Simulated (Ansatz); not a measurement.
Is this ZnCd5S6 structure a true minimum?

It was reached by relaxing an invented guess, and it needn't be the stable form of this composition.

Level of theory: DFT PBE, scalar-relativistic, plane waves, PAW in Ansatz. Cutoff 420 eV; k points 12×12×2 on the computed 12-atom cell (Γ-centred); Gaussian smearing, width 0.02 eV; no spin polarisation.

The cell below (12 atoms, space group P3m1 (No. 156)) is relaxed within its symmetry.

```yaml
crystal:
  lattice:
    - [4.12982, 0.00000, 0.00000]
    - [-2.06491, 3.57653, 0.00000]
    - [0.00000, 0.00000, 20.33040]
  atoms:
    - { symbol: Zn, position: [0.00000, 0.00000, 0.33338] }
    - { symbol: Cd, position: [0.66667, 0.33333, 0.83376] }
    - { symbol: Cd, position: [0.00000, 0.00000, 0.66342] }
    - { symbol: Cd, position: [0.66667, 0.33333, 0.17458] }
    - { symbol: Cd, position: [0.33333, 0.66667, 0.49312] }
    - { symbol: Cd, position: [0.33333, 0.66667, 0.00416] }
    - { symbol: S, position: [0.66667, 0.33333, 0.95955] }
    - { symbol: S, position: [0.00000, 0.00000, 0.44908] }
    - { symbol: S, position: [0.00000, 0.00000, 0.78920] }
    - { symbol: S, position: [0.66667, 0.33333, 0.30084] }
    - { symbol: S, position: [0.33333, 0.66667, 0.61896] }
    - { symbol: S, position: [0.33333, 0.66667, 0.12996] }
```

For the test it was strained at random (σ = 1.5 % a component), the atoms were moved at random (σ = 0.15 Å), and all was relaxed again on a coarse 6×6×1 mesh (in the run’s order of axes) with 0.10 eV smearing, with no symmetry imposed.

**Question.** Does it come back?

**Answer.** It returns, within 1 meV/atom of the unmoved cell on that mesh and with the same symmetry when read at 0.1 Å (P1 at 0.01 Å, so small strains and shifts remain). No instability shows in this cell; modes of other wave vectors, which need another repeat, aren't tested.
